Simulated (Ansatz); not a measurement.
GaAs (zinc blende, F-43m), the program Ansatz at the r²SCAN level (PAW). The conduction-band minimum lies at Γ, with 1 equivalent valley. Second derivatives d²E/dk² of the lowest band at one valley (eV·Å²), along Cartesian directions:

| direction | d²E/dk² |
|---|---|
| [100] | 147.7 |
| [010] | 147.7 |
| [001] | 147.7 |
| [110] | 147.3 |
| [101] | 147.3 |
| [011] | 147.3 |

Task: Find the principal effective masses, the density-of-states mass and the conductivity mass.

Result: Off-diagonal terms follow from H_xy = H[110] − (H_xx + H_yy)/2, and m*/mₑ = 7.620 eV·Å² over each eigenvalue: 0.051, 0.051, 0.052. One valley's DOS mass (m₁m₂m₃)^(1/3) = 0.052, conductivity mass 3/(Σ 1/mᵢ) = 0.052 mₑ.

Task: What effective density of states Nc follows at 300 K for parabolic valleys?

Result: Nc = 2.509e19 × 1 × (0.052)^(3/2) ≈ 3.0e17 cm⁻³.

Task: With the computed static dielectric constant 13.6 (mean of the diagonal), estimate a hydrogenic donor's binding energy and radius.

Result: E = 13.606 eV × 0.052/13.6² ≈ 3.8 meV; a = 0.529 Å × ε/m* ≈ 140 Å. Semilocal masses tend to be too small where the gap is.

Task: With ε∞ = 11.6 and ω_LO = 287 cm⁻¹, what Fröhlich coupling constant follows?

Result: α = (1/ε∞ − 1/ε0) √(m* × 13.606 eV/ħω_LO) = 0.057.

The r²SCAN relaxation kept the symmetry of its start; phonons on a q-mesh show no instability. Scalar-relativistic: spin–orbit coupling is off unless named, which matters more the heavier the elements.

Potentials: the earlier of the program's two PAW sets.
